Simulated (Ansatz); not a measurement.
MoW:
```yaml
crystal:
  lattice:
    - [1.30004, -5.35285, 0.00000]
    - [1.30004, 5.35285, 0.00000]
    - [0.00000, 0.00000, 4.68024]
  atoms:
    - { symbol: W, position: [0.67895, 0.32105, 0.25000] }
    - { symbol: Mo, position: [0.93142, 0.06858, 0.25000] }
    - { symbol: W, position: [0.32105, 0.67895, 0.75000] }
    - { symbol: Mo, position: [0.06858, 0.93142, 0.75000] }
```

Relaxed with PBE. Special points in fractions of this cell's reciprocal vectors: Γ (0.000, 0.000, 0.000); Y (-0.500, 0.500, 0.000); C0 (-0.265, 0.735, 0.000); Σ0 (0.265, 0.265, 0.000); Z (0.000, 0.000, 0.500); A0 (0.265, 0.265, 0.500); E0 (-0.265, 0.735, 0.500); T (-0.500, 0.500, 0.500); S (0.000, 0.500, 0.000); R (0.000, 0.500, 0.500).

**Question.** List the band energies nearest the Fermi level at these points for PBE (plane waves, PAW; program Ansatz).

**Answer.** In eV from the Fermi level; about four levels below and three above (degenerate sets whole), none deeper than 8.9 eV; points with the same levels are listed once.

```csv
k,below,above
Γ,-1.90 -1.60 -0.66 -0.13,0.66 1.12 1.48
Y,-2.13 -2.00 -1.42 -1.14,0.67 1.11 1.14
C0,-2.52 -1.70 -0.88 -0.29,0.35 0.58 1.54
Z,-2.96 -2.96 -1.82 -1.82,0.69 0.69 1.43 1.43
A0,-1.50 -1.50 -0.38 -0.38,0.57 0.57 1.60 1.60
T,-2.13 -2.13 -1.42 -1.42,0.70 0.70 2.23 2.23
S,-1.78 -1.71 -0.60 -0.26,0.08 0.33 1.83
R,-2.21 -2.21 -1.37 -1.37,0.13 0.13 0.44 0.44
```

Space group Cmcm. The start of the workflow was typed in or built on a structure type; neither database checked (COD, Materials Project) lists it. Its standing as an ambient phase is unchecked. The cell was relaxed with PBE under the symmetry of its start; whether a distortion lowers the energy is not shown. No spin polarisation was allowed. Its formation energy is positive at this level, so the cell may be metastable or incomplete. Spin–orbit coupling is left out wherever it is not named.

Potentials: the earlier of the program's two PAW sets.
